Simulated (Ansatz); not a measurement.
Ga:
```
Ga
1.0
    4.44163     0.00000     0.00000
   -2.22081     3.84656     0.00000
    0.00000     0.00000     2.77148
Ga
2
Cartesian
  0.00000   2.56437   0.00000
  2.22081   1.28219   0.00000
```

Relaxed with PBE. Special points in fractions of this cell's reciprocal vectors: Γ (0.000, 0.000, 0.000); M (0.500, 0.000, 0.000); K (0.333, 0.333, 0.000); A (0.000, 0.000, 0.500); L (0.500, 0.000, 0.500); H (0.333, 0.333, 0.500).

Question: List the band energies nearest the Fermi level at these points for the program Ansatz at the PBE with spin–orbit coupling level (PAW).

Answer: In eV from the Fermi level; about four levels below and three above (degenerate sets whole), none deeper than 8.9 eV; points with the same levels are listed once.

```
k                                below                above
-  -----------------------------------  -------------------
Γ              -0.56 -0.56 -0.43 -0.43  3.23 3.23 3.29 3.29
M              -6.67 -6.67 -1.87 -1.87  0.47 0.47 8.29 8.29
K              -7.39 -7.39 -3.37 -3.37  4.56 4.56 4.66 4.66
A              -5.89 -5.89 -3.66 -3.66  2.42 2.42 2.62 2.62
L              -2.06 -2.06 -0.43 -0.43  1.24 1.24 4.64 4.64
H  -1.25 -1.25 -1.25 -1.25 -0.07 -0.07  4.38 4.38 8.43 8.43
```

Space group P6/mmm. A made-up cell: these elements were put on the sites of a structure type; neither database checked (COD, Materials Project) lists it. It is not the phase usual at ambient conditions (space group No. 64). The PBE relaxation kept the symmetry of its start; whether a distortion lowers the energy is not shown.

Potentials: the earlier of the program's two PAW sets.
